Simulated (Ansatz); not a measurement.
**TiClO (Pmmn): electronic heat capacity and spin susceptibility from the density of states**

Theory: DFT PBEsol, scalar-relativistic, plane waves, PAW (Ansatz 0.2.0).

Plane waves to 420 eV, a k mesh through Γ of 12×10×6 on the computed 6-atom cell and Gaussian smearing (0.10 eV); no spin polarisation.

Relaxed cell: Pmmn, a = 3.215 Å, b = 3.975 Å, c = 7.956 Å, α = 90.00°, β = 90.00°, γ = 90.00°, 6 atoms in the primitive cell. Whether it is the stable form of this composition wasn't checked.

The density of states at the Fermi level is 3.820 states/eV in the cell of 6 atoms (2 formula units; both spins, tetrahedra on a 18×15×9 mesh). Averaged over bins of 0.1 eV the density runs from 2.3 to 3.5 states/eV within 0.2 eV of the Fermi level, so the figure hangs on the exact place of that level.

Question: What Sommerfeld coefficient and Pauli susceptibility does this give?

Answer: Per formula unit N(E_F) = 1.910 states/eV. γ = (π²/3) k_B² N(E_F) N_A = 2.357 mJ/(mol K²) per state/eV, so γ = 4.5 mJ/(mol K²), a mole of formula units. χ_P = μ_B² N(E_F) N_A = 3.23×10⁻⁵ emu/mol per state/eV gives 6.2×10⁻⁵ emu/mol. This is the bare band result: a measured γ of the same phase is as a rule larger by a factor 1 + λ from phonons and spin fluctuations, the spin part of χ is larger by the Stoner factor, and a measured χ also holds orbital and core terms. N(E_F) at one energy is sensitive to the mesh where the density of states has sharp peaks.

The cell holds layers, and where no dispersion correction was added their binding is poorly described.

A ferromagnetic start lost its moments in a first run, so spin was left out; other magnetic orders weren't tried.

Cost: 1 run of about 3 core-minutes, on Intel Xeon Platinum 8488C (Sapphire Rapids) (shared hosts).